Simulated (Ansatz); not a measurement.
SbO₂ (space group C2/c)

```yaml
crystal:
  lattice:
    - [5.97415, -2.41386, 0.00000]
    - [5.97415, 2.41386, 0.00000]
    - [-1.41515, 0.00000, 5.14582]
  atoms:
    - { symbol: Sb, position: [0.27698, 0.72302, 0.75000] }
    - { symbol: Sb, position: [0.72302, 0.27698, 0.25000] }
    - { symbol: Sb, position: [0.00000, 0.50000, 0.00000] }
    - { symbol: Sb, position: [0.50000, 0.00000, 0.50000] }
    - { symbol: O, position: [0.31908, 0.49389, 0.03168] }
    - { symbol: O, position: [0.68092, 0.50611, 0.96832] }
    - { symbol: O, position: [0.50611, 0.68092, 0.46832] }
    - { symbol: O, position: [0.49389, 0.31908, 0.53168] }
    - { symbol: O, position: [0.75340, 0.87040, 0.83429] }
    - { symbol: O, position: [0.24660, 0.12960, 0.16571] }
    - { symbol: O, position: [0.12960, 0.24660, 0.66571] }
    - { symbol: O, position: [0.87040, 0.75340, 0.33429] }
```

The slice is a (-1 0 1) plane (indices of the conventional cell) through the point (0.277, 0.723, 0.750) (fractional), spanned by u = [1 -1 0] and v = [111] in vectors of this cell: u (4.83 Å) and v (11.72 Å, at 90° to u). It covers one period; positions are fractions (u, v).

The numbers are results of LDA (plane waves to 420 eV, PAW, scalar-relativistic; Ansatz, a first-principles code), not measurements. k mesh 6×6×5. Inside the PAW spheres the values are not all-electron values, and peaks at nuclei hang on which shells count as valence. SbO2 was relaxed with its symmetry unable to fall. Spin-orbit coupling is left out, though Sb is heavy. This is one of several known forms of SbO2; the measured ambient cells at hand have space group No. 33.

### Question
Predict the map of the valence electron density on the slice.

### Answer
```
|%%##==----::    ..::==##|
|==========--::    ::--==|
|::::--++++==::..  ....::|
|  ..::======--::........|
|    ..--======--::::..  |
|    ..--++##%%**--::::..|
|  ..::--**@@@@##==::..  |
|  ..::--++##%%**--::    |
|  ..::::--======--::    |
|  ........::--====--....|
|::::..    ::--++++==--::|
|==--::..  ..--==========|
|##++--..    ..::--==**%%|
|@@**==::      ..::==##@@|
|##++--..    ..::--==**%%|
|==--::..  ..--==========|
|::::..    ::--++++==--::|
|  ........::--====--....|
|  ..::::--======--::    |
|  ..::--++##%%**--::    |
|  ..::--**@@@@##==::..  |
|    ..--++##%%**--::::..|
|    ..--======--::::..  |
|  ..::======--::........|
|::::--++++==::..  ....::|
|==========--::    ::--==|
|%%##==----::    ..::==##|
|@@%%++--::..    ..--++%%|
```
Scale: ten equal steps from -1.45 (start of ' ') to 1.36 (end of '@'), in the order ' .:-=+*#%@'. Values: log₁₀ of the valence density in e/Å³. The map has 12 points along u (two characters each, u = 0 at the left) and 28 along v (v = 0 in the bottom row). The scale is logarithmic, as a density can span decades between atoms and voids.
